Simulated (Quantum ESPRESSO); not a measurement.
## Calculated data, MgGa$_{3}$P$_{3}$Se (made-up cell)

Calculation on a made-up crystal cell, not a measurement: periodic Kohn-Sham density functional theory in plane waves with PseudoDojo standard norm-conserving scalar-relativistic pseudopotentials, each functional with its own files (v0.5 for PBE, v0.4.1 for LDA and PBEsol), no spin polarisation, no spin-orbit coupling, atoms not relaxed, stress positive in tension, energies less a fixed whole-eV offset for each atom's element; levels are Kohn-Sham levels at fractions of this cell's reciprocal vectors, counted from the reference band (half the neutral cell's valence electrons, rounded up) at Gamma; error bars cover cutoff and k-mesh only, not smearing or the files; added strain carries the atoms with the cell, and shear is the tensor component; each bar is the largest change over components, and at least 0.002 eV, 0.002 eV per angstrom or 0.02 GPa; energies are for the whole cell, and the offsets were chosen from early runs and are not element reference energies. Program: Quantum ESPRESSO 7.5.

```yaml
- formula: MgGa3P3Se
  kind: "made-up cell"
  unstrained_structure:
    cell_angstrom:
      - [5.744, -0.0016, 0.0358]
      - [-0.0016, 5.6487, 0.0023]
      - [0.0358, 0.0023, 5.6229]
    atoms_fractional:
      - [Ga, 0.01246, 0.0017, -0.00177]
      - [Ga, 0.0016, 0.50327, 0.50298]
      - [Mg, 0.49594, 0.00074, 0.51718]
      - [Ga, 0.49136, 0.51079, -0.0041]
      - [Se, 0.25462, 0.25141, 0.25083]
      - [P, 0.24031, 0.74873, 0.74253]
      - [P, 0.75434, 0.23722, 0.75298]
      - [P, 0.74762, 0.7501, 0.25284]
  given:
    lattice_type: "zincblende/diamond"
    functional: pbe
    "cutoff [eV]": 1170
    "fermi_dirac_smearing [eV]": 0.025
    "scf_tolerance [eV]": 1.0e-07
    electrons_removed: 0
    added_strain_kind: "biaxial xx and yy"
    added_strain: 0.0132
    k_mesh: "4 x 4 x 4, shifted by half a step"
    structure_shown: "before the added strain of 0.0132"
    atom_site: [1, 2, 3, 4, 5, 6, 7, 8]
    "atom_energy_offset [eV]": [-2080, -2080, -1617, -2080, -3300, -189, -189, -189]
  results:
    "stress_xz [GPa]": null
    "stress_yz [GPa]": null
    "stress_zz [GPa]": null
```

Q: Give the missing stress xz for MgGa$_{3}$P$_{3}$Se (made-up cell).
A: 0.6729 GPa

Q: Estimate the stress yz of MgGa$_{3}$P$_{3}$Se (made-up cell).
A: -0.4761 GPa

Q: What stress zz does the calculation give for MgGa$_{3}$P$_{3}$Se (made-up cell)?
A: 0.9707 GPa

Q: Give the table of levels values for MgGa$_{3}$P$_{3}$Se (made-up cell).
A: 
Levels:
```csv
level k point,next band up (eV)
Gamma,0.4651
"(1/2,1/2,1/2)",0.5899
"(0.15,0,0)",1.081
"(0,0.15,0)",1.084
"(0,0,0.15)",1.079
```

Further results for MgGa$_{3}$P$_{3}$Se (made-up cell):

```
free energy less offsets : -2.733 eV
smearing term minus ts   : 0 eV
scf iterations           : 10
pressure                 : -1.866 GPa
stress xx                : 2.826 GPa
stress yy                : 1.802 GPa
stress xy                : -1.159 GPa
reference band           : 40
error bar energy         : 0.007207 eV
error bar stress         : 0.02 GPa
error bar force          : 0.003031 eV/Å
error bar next band up   : 0.002 eV
error bars from          : tighter rerun of a related cell
```

Forces:
```csv
site,x (eV/Å),y (eV/Å),z (eV/Å)
1,-1.454,-0.8676,-0.4692
2,-1.439,0.3672,0.4871
3,0.693,-0.4265,-0.218
4,1.332,0.4825,-0.7432
5,-0.2051,0.1908,-0.09468
6,-0.02907,-0.5205,0.7771
7,0.5728,1.03,0.5462
8,0.5298,-0.2558,-0.2855
```
